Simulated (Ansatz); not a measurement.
**Profile along the Zn–O line in ZnO (wurtzite)**

ZnO (wurtzite)

```yaml
crystal:
  lattice:
    - [3.23518, 0.00000, 0.00000]
    - [-1.61759, 2.80175, 0.00000]
    - [0.00000, 0.00000, 5.21141]
  atoms:
    - { symbol: Zn, position: [0.66667, 0.33333, 0.00241] }
    - { symbol: Zn, position: [0.33333, 0.66667, 0.50241] }
    - { symbol: O, position: [0.66667, 0.33333, 0.62279] }
    - { symbol: O, position: [0.33333, 0.66667, 0.12279] }
```

Fields along a shortest Zn–O line of a (1 -1 0 0) plane (1.98 Å), from Zn to O, interpolated on the slice's grid (step about 0.2 Å). Method: r2SCAN (plane waves to 500 eV, PAW, scalar-relativistic; Ansatz, a program for electronic structure). k mesh 12×12×7. These are valence fields of a PAW run, semicore shells included where kept as valence: close to a nucleus they are smooth pseudo fields. ZnO was relaxed with its symmetry unable to fall.

```
distance from Zn (Å)  valence electron density (e/Å³)  electron localisation function
--------------------  -------------------------------  ------------------------------
0.00                                            46.66                               x
0.10                                            41.86                               x
0.20                                            30.32                               x
0.30                                            17.93                               x
0.40                                             9.15                               x
0.49                                             4.33                            0.03
0.59                                             2.09                            0.06
0.69                                             1.14                            0.09
0.79                                             0.75                            0.11
0.89                                             0.60                            0.16
0.99                                             0.60                            0.27
1.09                                             0.70                            0.44
1.19                                             0.93                            0.64
1.29                                             1.37                            0.80
1.39                                             2.11                            0.82
1.48                                             3.21                            0.82
1.58                                             4.54                               x
1.68                                             5.84                               x
1.78                                             6.83                               x
1.88                                             7.39                               x
1.98                                             7.54                               x
```

x: too close to a nucleus for the ELF to mean much.

Density on the Zn–O line (1.98 Å) at its density minimum, 0.9 Å from Zn: 0.59 e/Å³. ELF at that point: 0.2.
